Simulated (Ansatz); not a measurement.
BeS:
```
BeS
1.0
    3.43387     0.00000     0.00000
   -1.71694     2.97382     0.00000
    0.00000     0.00000     5.66094
Be S
2 2
Direct
  0.33333   0.66667   0.99947
  0.66667   0.33333   0.49947
  0.66667   0.33333   0.12553
  0.33333   0.66667   0.62553
```

Relaxed with r²SCAN. DFT-r²SCAN in the program Ansatz with PAW potentials gives a gap of 4.09 eV.

What gap does HSE06 give on the same cell (Ansatz, PAW)?

4.65 eV, 0.56 eV more. The hybrid was solved on a coarser mesh and at special points; its gap is the smallest among all of these.

```tsv
k	v1 r²SCAN	c1 r²SCAN	v1 HSE06	c1 HSE06
Γ	0.00	5.71	(withheld)	(withheld)
A	-0.63	6.05	-0.67	6.57
K	-3.00	4.09	-3.17	4.65
H	-1.64	5.99	(withheld)	(withheld)
M	-1.13	4.51	(withheld)	(withheld)
L	-2.03	4.66	(withheld)	(withheld)
```

Top valence (v1) and lowest conduction level (c1) in eV from each method's valence maximum (which need not be a listed point): supply the withheld HSE06 values.


- L, v1 HSE06: -2.15
- L, c1 HSE06: 5.16
- M, v1 HSE06: -1.20
- M, c1 HSE06: 5.05
- Γ, v1 HSE06: 0.00
- Γ, c1 HSE06: 6.22
- H, v1 HSE06: -1.74
- H, c1 HSE06: 6.54

Cost on shared cores: the r²SCAN run (SCF on a 9×9×5 mesh, then bands and DOS) very roughly 50 core-seconds, the HSE06 run (SCF on 7×7×4, then a few points) about 2.2 core-minutes (a rough figure); the tasks are unlike.

Space group P6_3mc (wurtzite). The start of the workflow was typed in or built on a structure type; neither database checked (COD, Materials Project) lists it. COD files the formula under space group No. 216, so this cell is another polymorph or a model. Whether it is the stable phase at ambient conditions was not checked. Symmetry was held in the r²SCAN relaxation; whether a distortion lowers the energy is not shown.

Potentials: the earlier of the program's two PAW sets.
